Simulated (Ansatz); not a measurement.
input.yaml (Ansatz)

```yaml
crystal:
  lattice:
    - [2.9116243868, 0.0, 0.0]
    - [0.0, 2.9116243868, 0.0]
    - [0.0, 0.0, 2.9116243868]
  atoms:
    - { symbol: Mg, position: [0.0, 0.0, 0.0] }
hamiltonian:
  xc: r2scan
  pseudopotentials:
    kind: paw
    azcp:
      Mg: "pseudopotentials/Mg.paw.azcp"
basis:
  ecutwfc: 500
  fft_grid_basis: typed
kpoints:
  mp_grid: { grid: [12, 12, 12], shift: [0, 0, 0] }
magnetization:
  spin_polarized: false
scf:
  occupations: { method: fermi_dirac, width: 0.1 }
  lower_state_search: "off"
output:
  stress: true
```

Terminal output

```
Engine: ansatz 0.2.0, x86_64-unknown-linux-gnu
Pseudopotentials: kind: paw
Pseudopotential: Mg, paw, valence charge 10, recommended cutoff 500 eV (meta_gga) 
Functional definition: r2SCAN
  parameter k0 = 0.174
  parameter k1 = 0.065
  parameter a1 = 4.9479
  exchange = r2scan_x(k0 = k0, k1 = k1, a1 = a1)
  correlation = r2scan_c
Crystal: 1 atoms, lattice volume = 24.683 Å³
Basis set: ecut = 500 eV, 619 PW (Γ), exchange–correlation on 96×96×96 points (64 copies of the dense FFT grid, shifted against one another)
Bands: 9, of which v1, the nominal top of the filled ones, is band 5 counted from 1 (4 counted from 0)
Symmetry: 48 space group operations
Space group: Pm-3m (ITA 221), of the structure as read, at distance tolerance 2.9e-5 Å
k-points: 84 of 1728
Non-local potential: Mg, projectors of the file, l = 0: 3, l = 1: 2, l = 2: 1
PAW form: soft (Blöchl's): semilocal exchange-correlation on the pseudo side does not see the compensation charge
PAW frozen core: Mg, regenerated for the run's functional (the file was generated under x = pbe(κ = 0.804, μ = 0.2195149727645171), c = pbe(β = 0.06672455060314922))
PAW one-centre angular grid: Mg, 302 points (default); XC on 224 Gauss nodes
Initial density: superposition of atomic densities (neutral atoms: chi_scale 0, normalization atom), corrected by the library's trained network
Initial wavefunctions: pseudopotential atomic-orbital guess
Functional: x = r2scan, c = r2scan; τ floored in thin density (d = 2e-4 eV/Å³)
SCF iter   1: F=-1925.933508 eV  HF=-1925.933987 eV  |F-HF|=4.79e-4  |Δ(HF+E_count)|=         —  Δρ=6.97e-3  dr2=3.99e-3  dr2_τ=2.04e-4  ethr=1.77e-3  ⟨swp⟩=5.8  Hψ=5635  notcnv=0
SCF iter   2: F=-1925.936580 eV  HF=-1925.936140 eV  |F-HF|=4.40e-4  |Δ(HF+E_count)|=   2.15e-3  Δρ=2.82e-3  dr2=1.19e-3  dr2_τ=3.08e-5  ethr=3.99e-5  ⟨swp⟩=2.0  Hψ=2180  notcnv=0  defer=4
SCF iter   3: F=-1925.936768 eV  HF=-1925.936695 eV  |F-HF|=7.30e-5  |Δ(HF+E_count)|=   5.55e-4  Δρ=7.27e-4  dr2=1.25e-4  dr2_τ=1.77e-6  ethr=1.19e-5  ⟨swp⟩=2.8  Hψ=1172  notcnv=0  defer=4
SCF iter   4: F=-1925.936778 eV  HF=-1925.936778 eV  |F-HF|=2.40e-7  |Δ(HF+E_count)|=   8.23e-5  Δρ=4.69e-5  dr2=5.14e-7  dr2_τ=2.77e-8  ethr=1.25e-6  ⟨swp⟩=1.8  Hψ=834  notcnv=0  defer=4
iter 5 did not close the SCF: its close was put off for the readings that it lacked (scf_convergence_deferred on its scf_iter line)
SCF iter   5: F=-1925.936778 eV  HF=-1925.936778 eV  |F-HF|=6.25e-9  |Δ(HF+E_count)|=   5.52e-7  Δρ=3.96e-6  dr2=4.34e-9  dr2_τ=9.57e-11  ethr=5.14e-9  ⟨swp⟩=2.0  Hψ=1099  notcnv=0  defer=4
SCF iter   6: F=-1925.936778 eV  HF=-1925.936778 eV  |F-HF|=4.46e-11  |Δ(HF+E_count)|=   7.66e-9  Δρ=4.96e-7  dr2=8.21e-11  dr2_τ=1.56e-12  ethr=4.34e-11  ⟨swp⟩=1.8  Hψ=2368  notcnv=0
SCF 1 converged in 6 iterations: F = -1925.936778 eV  dr2 = 8.21e-11
SCF converged after 6 iterations
Free energy (F): -1925.936778 eV
Harris-Foulkes:  -1925.936778 eV  (|F-HF|=4.46e-11)
Internal energy: -1925.922401 eV  (E = F + TS)
E sigma→0 (E₀):  -1925.929590 eV
Entropy (-TS):   -0.014377 eV (-14.377 meV/atom)
Fermi energy:    4.981887 eV
--- Per-component energies (eV) ---
  E_band       = -379.219117
  E_kinetic    = 74.091549
  E_local      = -1673.833950  (includes V_loc(G=0)·N_el)
  E_nonlocal   = 96.259898
  E_hartree    = 601.625121
  E_xc         = -26.111349
  E_vxc        = -38.087337  (∫ρ·V_xc dr)
  E_paw        = -296.324638  (= ΣΔE_a)
  E_vpaw       = -43.488637  (= ΣTr[D̂ρ^β])
  E_aug_tail   = -0.000001  (compensation charges beyond the density's cutoff)
  E_vtau       = 2.589348  (kinetic-family band-sum trace: ∫τ·v_τ [+ j·A + Jᵃ·Aᵃ] dr)
  E_ewald      = -701.602824
  E_core_change = -0.026208  (= ΣΔE_core)
  E_smearing   = -0.014377  (= −TS)
  E_closure    = -0.000000  (closes the sum)
  Σ components = -1925.936778   (vs F -1925.936778, Δ=0.00e0)
--- Stress (GPa, compression-positive) ---
        2.461202       0.000000       0.000000
        0.000000       2.461202       0.000000
        0.000000       0.000000       2.461202
  P = ⅓ Tr σ = 2.4612 GPa (24.612 kbar)
```

Launched by

```sh
ansatz run input.yaml --threads 1 --pin off --max-ram 3584MiB --backend cpu --events-out ev --progress --plain --runs-dir out
```

On 1 thread of Intel(R) Xeon(R) Platinum 8259CL CPU @ 2.50GHz (Skylake/Cascade Lake) (shared host) this took about 3.1 s of wall time and 3.1 s of CPU time.
